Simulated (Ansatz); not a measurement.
Relaxed-ion elastic tensor of BeCo (CsCl type, space group No. 221) in GPa (Voigt order), the program Ansatz at the PBEsol level (PAW); density 6.68 g/cm³, 8.45 Å³ per atom.

```
337  149  149  0.0  0.0  0.0
149  337  149  0.0  0.0  0.0
149  149  337  0.0  0.0  0.0
0.0  0.0  0.0  163  0.0  0.0
0.0  0.0  0.0  0.0  163  0.0
0.0  0.0  0.0  0.0  0.0  163
```

Task: Is the crystal mechanically stable?

Result: Yes: the smallest eigenvalue of C is 163 GPa.

Task: Work out the Voigt, Reuss and Hill averages.

Result: K_V = 212, K_R = 212, K_H = 212; G_V = 135, G_R = 126, G_H = 131 GPa.

Task: Give Young's modulus, Poisson's ratio, Pugh's ratio and the universal anisotropy index.

Result: E = 9KG/(3K + G) = 325 GPa; ν = 0.24; K/G = 1.62 (brittle by the Pugh limit of 1.75); A_U = 5G_V/G_R + K_V/K_R − 6 = 0.38.

Task: Estimate the sound speeds and the Debye temperature.

Result: v_l = √((K + 4G/3)/ρ) = 7600 m/s, v_t = √(G/ρ) = 4420 m/s, mean 4910 m/s; Θ = (h/k)(3n/4πV)^(1/3) v_m = 717 K.

Task: Give the Zener ratio and Young's modulus along [100], [110] and [111].

Result: A = 2C44/(C11 − C12) = 1.74; 1/E = S11 − 2(S11 − S12 − S44/2)Γ with Γ = 0, 1/4, 1/3 gives 245, 340, 389 GPa.

Task: Solve the Christoffel equation for the three sound speeds along [100], [110], [111].

Result: Eigenvalues of C_ijkl n_j n_l equal ρv². In km/s, slowest first: [100] 4.94, 4.94, 7.10; [110] 3.75, 4.94, 7.80; [111] 4.18, 4.18, 8.02.

Space group Pm-3m (CsCl type). A made-up cell: these elements were put on the sites of a structure type; the Crystallography Open Database files this formula in space group No. 221, but the cells were not matched. Whether it is the stable phase at ambient conditions was not checked. The PBEsol relaxation kept the symmetry of its start; whether a distortion lowers the energy is not shown. Spin order of the final state: ferromagnetic, the only order run, not a proven ground state. The cell computed holds one magnetic atom, so no antiferromagnetic order was within reach. As this level gives no gap, shear constants depend on the k-mesh and smearing (Fermi–Dirac, 0.1 eV here).

Potentials: the earlier of the program's two PAW sets. The files were generated under PBE; for other functionals the program regenerates the frozen cores, and for LDA and PBEsol the local potential too.
